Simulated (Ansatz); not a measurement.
Input and command of a calculation in Ansatz (plane waves; scalar-relativistic PAW potentials unless the input names others):

```yaml
crystal:
  lattice:
    - [-2.0982906995, 2.0982906995, 2.0982906995]
    - [2.0982906995, -2.0982906995, 2.0982906995]
    - [2.0982906995, 2.0982906995, -2.0982906995]
  atoms:
    - { symbol: Na, position: [0.0, 0.0, 0.0] }
basis:
  ecutwfc: 420
kpoints:
  mp_grid: { grid: [14, 14, 14] }
hamiltonian:
  xc: pbe
scf:
  occupations: { method: gaussian, width: 0.1 }
  mixing: { algorithm: anderson, beta: 0.005, ndim: 1 }
  max_iter: 75
output:
  forces: true
  eigenvalues: true
  stress: true
```

```bash
ansatz run input.yaml --threads 8 --pin off --max-ram 20480MiB --backend cpu --events-out ev --progress --plain --runs-dir out
```

Abridged log:
```
Basis set: ecut = 420 eV, 683 PW (Γ), exchange–correlation on 50×50×50 points (8 copies of the dense FFT grid, shifted against one another)
Bands: 9, of which v1, the nominal top of the filled ones, is band 5 counted from 1 (4 counted from 0)
Symmetry: 48 space group operations
k-points: 104 of 2744
SCF iter   1: F=—  HF=-1486.417315 eV  |F-HF|=—  |Δ(HF+E_count)|=         —  Δρ=4.79e-4  dr2=4.23e-5  ethr=1.77e-3  ⟨swp⟩=4.9  Hψ=5995  notcnv=0
SCF iter   2: F=—  HF=-1486.417103 eV  |F-HF|=—  |Δ(HF+E_count)|=   2.12e-4  Δρ=3.33e-4  dr2=2.37e-5  ethr=4.70e-7  ⟨swp⟩=2.1  Hψ=2254  notcnv=0
SCF iter   3: F=—  HF=-1486.417104 eV  |F-HF|=—  |Δ(HF+E_count)|=   1.27e-6  Δρ=3.32e-4  dr2=2.35e-5  ethr=2.63e-7  ⟨swp⟩=1.0  Hψ=893  notcnv=0
SCF iter   4: F=—  HF=-1486.417105 eV  |F-HF|=—  |Δ(HF+E_count)|=   1.22e-6  Δρ=3.30e-4  dr2=2.33e-5  ethr=2.61e-7  ⟨swp⟩=1.0  Hψ=893  notcnv=0
SCF iter   5: F=—  HF=-1486.417106 eV  |F-HF|=—  |Δ(HF+E_count)|=   1.20e-6  Δρ=3.28e-4  dr2=2.30e-5  ethr=2.59e-7  ⟨swp⟩=1.0  Hψ=893  notcnv=0
SCF iter   6: F=—  HF=-1486.417107 eV  |F-HF|=—  |Δ(HF+E_count)|=   1.19e-6  Δρ=3.26e-4  dr2=2.28e-5  ethr=2.56e-7  ⟨swp⟩=1.0  Hψ=893  notcnv=0
SCF iter   7: F=—  HF=-1486.417109 eV  |F-HF|=—  |Δ(HF+E_count)|=   1.17e-6  Δρ=3.24e-4  dr2=2.26e-5  ethr=2.53e-7  ⟨swp⟩=1.0  Hψ=893  notcnv=0
SCF iter   8: F=—  HF=-1486.417110 eV  |F-HF|=—  |Δ(HF+E_count)|=   1.16e-6  Δρ=3.22e-4  dr2=2.23e-5  ethr=2.51e-7  ⟨swp⟩=1.0  Hψ=893  notcnv=0
   ...
SCF iter  27: F=—  HF=-1486.417129 eV  |F-HF|=—  |Δ(HF+E_count)|=   9.28e-7  Δρ=2.87e-4  dr2=1.85e-5  ethr=2.07e-7  ⟨swp⟩=1.0  Hψ=893  notcnv=0
SCF iter  28: F=—  HF=-1486.417130 eV  |F-HF|=—  |Δ(HF+E_count)|=   9.17e-7  Δρ=2.85e-4  dr2=1.83e-5  ethr=2.05e-7  ⟨swp⟩=1.0  Hψ=893  notcnv=0
SCF iter  29: F=—  HF=-1486.417131 eV  |F-HF|=—  |Δ(HF+E_count)|=   9.06e-7  Δρ=2.83e-4  dr2=1.81e-5  ethr=2.03e-7  ⟨swp⟩=1.0  Hψ=893  notcnv=0
SCF iter  30: F=—  HF=-1486.417132 eV  |F-HF|=—  |Δ(HF+E_count)|=   8.96e-7  Δρ=2.82e-4  dr2=1.79e-5  ethr=2.01e-7  ⟨swp⟩=1.0  Hψ=893  notcnv=0
SCF iter  31: F=—  HF=-1486.417133 eV  |F-HF|=—  |Δ(HF+E_count)|=   8.85e-7  Δρ=2.80e-4  dr2=1.77e-5  ethr=1.99e-7  ⟨swp⟩=1.9  Hψ=2747  notcnv=0
Mixer restart at iter 31: flushing history
iteration 31: the SCF's residuals had fallen too slowly under its mixing. It goes on by minimising its free energy, and can end on another state than longer mixing would; under `scf.algorithm: density_mixing` no SCF does so, but by `scf.convergence.dm_fallback`
SCF iter  32: F=—  HF=-1486.417214 eV  |F-HF|=—  |Δ(HF+E_count)|=   8.05e-5  Δρ=1.07e-4  dr2=1.50e-6  ethr=1.97e-7  ⟨swp⟩=2.8  Hψ=10406  notcnv=0
SCF iter  33: F=-1486.417212 eV  HF=-1486.417212 eV  |F-HF|=2.98e-10  |Δ(HF+E_count)|=   1.36e-6  Δρ=1.21e-6  dr2=4.28e-10  ethr=1.11e-9  ⟨swp⟩=3.4  Hψ=3646  notcnv=0
SCF iter  34: F=-1486.417212 eV  HF=-1486.417212 eV  |F-HF|=2.98e-10  |Δ(HF+E_count)|=  9.32e-12  Δρ=1.21e-6  dr2=4.27e-10  ethr=4.75e-12  ⟨swp⟩=1.7  Hψ=3200  notcnv=0
SCF 1 converged in 34 iterations: F = -1486.417212 eV  dr2 = 4.27e-10
SCF converged after 34 iterations
Free energy (F): -1486.417212 eV
Harris-Foulkes:  -1486.417212 eV  (|F-HF|=2.98e-10)
Internal energy: -1486.414182 eV  (E = F + TS)
E sigma→0 (E₀):  -1486.415697 eV
Entropy (-TS):   -0.003030 eV (-3.030 meV/atom)
Fermi energy:    1.728785 eV
--- Forces (eV/Å), atoms counted from 1 ---
  atom   1  Na     0.00000000     0.00000000     0.00000000
--- Stress (GPa, compression-positive) ---
        0.001049       0.000000       0.000000
        0.000000       0.001049       0.000000
        0.000000       0.000000       0.001049
  P = ⅓ Tr σ = 0.0010 GPa (0.010 kbar)
```

One setting here is unusual or wrong in general: mixing far too weak (scf.mixing: not typed → {"algorithm": "anderson", "beta": 0.005, "ndim": 1}). For this cell it did little harm to the result: the run converged in 34 SCF iterations with an energy at zero smearing within 0.01 meV/atom of the reference's, pressure 0.00 GPa, largest force 0.000 eV/Å, no gap on the mesh. A reference run on usual settings, whose relaxation ended at this geometry, converged, and the end of its own relaxation has pressure 0.00 GPa, largest force 0.000 eV/Å, no gap on the mesh.

It took 3.2 s on 8 threads of Intel(R) Xeon(R) Processor @ 2.10GHz (Emerald Rapids) (shared host), peak memory 0.36 GiB.